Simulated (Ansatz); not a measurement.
Values for one crystal, relaxed and computed with plane-wave PAW PBE (Ansatz code); other levels are named.

```yaml
volume_per_atom: 13.67 Å³
electronic_character: metallic (no gap)
Density of states at the Fermi level: 0.57 states/eV per atom (mean over ±0.08 eV)
Bulk modulus (Birch–Murnaghan fit): 241 GPa
Pressure derivative B′: 4.9
Gap with spin–orbit coupling: none (metallic)
Formation energy from the elements (no fitted shifts): 0.15 eV/atom
```

### Question
Which of these materials gives this?
A. SnRu3N, anti-perovskite
B. NbSnS, P4/nmm (Nb on 2c, Sn on 2a, S on 2c)
C. ScPd3C, anti-perovskite
D. CuB3N3, Amm2 (Pearson symbol oS28)

### Answer
A, SnRu3N, anti-perovskite

Space group Pm-3m (anti-perovskite). The start of the workflow was typed in or built on a structure type; neither database checked (COD, Materials Project) lists it. Whether it is the stable phase at ambient conditions was not checked. Symmetry was held in the PBE relaxation; its stability against distortions is not shown here. The workflow began spin-polarised and lost its moments. The volume moved by 17 % from the start of the relaxation. The references are the lowest solids computed at this level, not always the standard phases (solids in place of the gases). Spin–orbit coupling is left out wherever it is not named.

Potentials: the earlier of the program's two PAW sets.
